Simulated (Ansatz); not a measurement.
AlNi3 (Cu3Au type)

```xyz
4
Lattice="3.5261 0.0000 0.0000 0.0000 3.5261 0.0000 0.0000 0.0000 3.5261" Properties=species:S:1:pos:R:3 pbc="T T T"
Al     0.0000     0.0000     0.0000
Ni     0.0000     1.7631     1.7631
Ni     1.7631     0.0000     1.7631
Ni     1.7631     1.7631     0.0000
```

Equation-of-state scan: isotropic scaling of the cell above, V₀ being its volume. Symmetry pins the atoms to their sites.

All values below come from r2SCAN (plane waves to 500 eV, PAW, scalar-relativistic; Ansatz, an electronic-structure program). k mesh 13×13×13 (Γ-centred), Fermi-Dirac smearing 0.05 eV. Energies are smeared free energies. AlNi3 was relaxed with its symmetry unable to fall. Relaxed AlNi3 ends ferromagnetic. Other magnetic orders were not checked, so this need not be the ground state. ΔE is measured from the relaxed starting cell.

| V/V₀ | moment (μB/cell) | ΔE (eV/atom) |
|---|---|---|
| 0.940 | 0.85 | … |
| 0.955 | 0.86 | 0.015 |
| 0.970 | 0.87 | 0.007 |
| 0.985 | 0.88 | 0.002 |
| 1.000 | 0.89 | 0.000 |
| 1.015 | 0.90 | 0.002 |
| 1.030 | 0.91 | 0.006 |
| 1.045 | 0.92 | 0.013 |
| 1.060 | 0.93 | 0.022 |

Task: Fill in the missing entries.

Result: 
- 0.940, ΔE (eV/atom): 0.028

(Under strain, the slope of the energy per volume gives the stress and its curvature an elastic modulus.)
